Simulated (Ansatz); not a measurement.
TiTe2, in the lowest among the structures calculated here: P-3m1 (No. 164), hP3, CdI2 type; a = b = 3.6965 Å, c = 6.4461 Å, α = β = 90.00°, γ = 120.00°; Ti 1a (0.000, 0.000, 0.000); Te 2d (0.333, 0.667, 0.267). All values below come from PBEsol (plane waves to 420 eV, PAW, scalar-relativistic; Ansatz, a quantum-chemistry and plane-wave program). Element references, the lowest calculated here: Te (P3₁21), Ti (P6₃/mmc).

Question: What formation energy of this P-3m1 form of TiTe2 from the elements does PBEsol give?

Answer: -0.72 eV/atom.

Static energies, no anion corrections, no zero-point energy. Values are rounded to 0.01 eV/atom. Spin-orbit coupling is missing from these energies, which matters for elements this heavy. The compounds carry no spin polarisation.
